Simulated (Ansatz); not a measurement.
SiBCN:
```
SiBCN
1.0
    2.86167     0.00000     0.00000
   -1.43084     2.47828     0.00000
    0.00000     0.00000     4.63498
B Si C N
1 1 1 1
Cartesian
  0.00000   1.65219   2.27768
  1.43084   0.82609   0.00796
  0.00000   1.65219   0.67623
  1.43084   0.82609   2.83180
```

Cartesian axes are those of the cell as given.

Question: Give the proper piezoelectric stress tensor with relaxed ions from DFT-PBEsol in the program Ansatz with PAW potentials.

Answer: In C/m², rows x, y, z, Voigt columns; mesh uncertainty up to 0.00.
```
 0.00   0.00   0.00   0.00  -0.59   1.80
 1.80  -1.80   0.00  -0.59   0.00   0.00
-0.04  -0.04  -0.11   0.00   0.00   0.00
```

The elastic tensor of the same run (GPa):

```csv
,1,2,3,4,5,6
1,524,153,77.5,42.4,0.0,0.0
2,153,524,77.5,-42.4,0.0,0.0
3,77.5,77.5,731,0.0,0.0,0.0
4,42.4,-42.4,0.0,176,0.0,0.0
5,0.0,0.0,0.0,0.0,176,42.4
6,0.0,0.0,0.0,0.0,42.4,186
```

Question: Convert to strain constants d = e·S.

Answer: In pC/N:
```
 0.0   0.0   0.0   0.0  -6.0  11.1
 5.6  -5.6   0.0  -6.0   0.0   0.0
 0.0   0.0  -0.1   0.0   0.0   0.0
```

Space group P3m1. The start of the workflow was typed in or built on a structure type; neither database checked (COD, Materials Project) lists it. Its standing as an ambient phase is unchecked. The PBEsol relaxation kept the symmetry of its start; whether a distortion lowers the energy is not shown. The volume moved by -19 % from the start of the relaxation. Signs of piezoelectric constants follow the polarity of the cell as given.

Potentials: the earlier of the program's two PAW sets. The files were generated under PBE; for other functionals the program regenerates the frozen cores, and for LDA and PBEsol the local potential too.
